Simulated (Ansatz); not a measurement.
Relaxed-ion elastic tensor of Ge in space group P6_3/mmc (No. 194; Ge on 4f) in GPa (Voigt order), r²SCAN in the plane-wave PAW code Ansatz; density 5.29 g/cm³, 22.81 Å³ per atom.

```
 155  37.6  20.6   0.0   0.0   0.0
37.6   155  20.6   0.0   0.0   0.0
20.6  20.6   177   0.0   0.0   0.0
 0.0   0.0   0.0  44.6   0.0   0.0
 0.0   0.0   0.0   0.0  44.6   0.0
 0.0   0.0   0.0   0.0   0.0  58.7
```

**Question.** Is the crystal mechanically stable?

**Answer.** Yes: the smallest eigenvalue of C is 44.6 GPa.

**Question.** Work out the Voigt, Reuss and Hill averages.

**Answer.** K_V = 71.6, K_R = 71.6, K_H = 71.6; G_V = 56.8, G_R = 54.5, G_H = 55.7 GPa.

**Question.** Give Young's modulus, Poisson's ratio, Pugh's ratio and the universal anisotropy index.

**Answer.** E = 9KG/(3K + G) = 133 GPa; ν = 0.19; K/G = 1.29 (brittle by the Pugh limit of 1.75); A_U = 5G_V/G_R + K_V/K_R − 6 = 0.22.

**Question.** Estimate the sound speeds and the Debye temperature.

**Answer.** v_l = √((K + 4G/3)/ρ) = 5250 m/s, v_t = √(G/ρ) = 3240 m/s, mean 3580 m/s; Θ = (h/k)(3n/4πV)^(1/3) v_m = 376 K.

**Question.** Solve the Christoffel equation for the three sound speeds along x, y, z.

**Answer.** Eigenvalues of C_ijkl n_j n_l equal ρv². In km/s, slowest first: x 2.91, 3.33, 5.42; y 2.91, 3.33, 5.42; z 2.91, 2.91, 5.79.

**Question.** How much does each axis shrink under pressure?

**Answer.** Linear compressibilities β_i = Σ_j S_ij (j = 1 to 3): x 4.7, y 4.7, z 4.6 per TPa.

The workflow started from a Materials Project entry (that database holds measured and hypothetical structures alike); the Crystallography Open Database copy checked does not list it. It is not the phase usual at ambient conditions (space group No. 227). The cell was relaxed with r²SCAN under the symmetry of its start; of distortions, only those at the zone centre were tested.

Potentials: the later of the program's two PAW sets.
